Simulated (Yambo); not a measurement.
A free-standing WSe2 monolayer (symmetry P-6m2, slab cell 16.3 Å high) under biaxial strain of -1.5 % in the plane; a = b = 3.222 Å, c = 16.300 Å, α = β = 90.00°, γ = 120.00°. With the G0W0 scissor the direct gap on the mesh is 2.84 eV.

Can the lowest exciton of this BSE run be trusted, and with what binding energy? (Yambo, PBEsol bands; 18×18×1 mesh, 5 valence and 5 conduction bands, static screening with 52 bands and a 3 Ry block, scissor 0.94 eV, Tamm-Dancoff, stochastic integration of W near q = 0.)

No. The lowest state covers only about 3 of the 324 k points, and no second mesh confirms it, so this run can't vouch for its energy or binding. The scissor comes from a G0W0 run whose convergence isn't established. Spin-orbit coupling is left out, which matters for elements this heavy: edges can move by tenths of an eV.

The standard potential for Se keeps a d shell in the valence without the s and p states of that shell. In tests on such compounds this moved G0W0 gaps by up to about 0.9 eV, so absolute quasiparticle energies here are unreliable; differences between settings are what counts.

Geometry strained from the cell relaxed with PBEsol, atoms relaxed again.
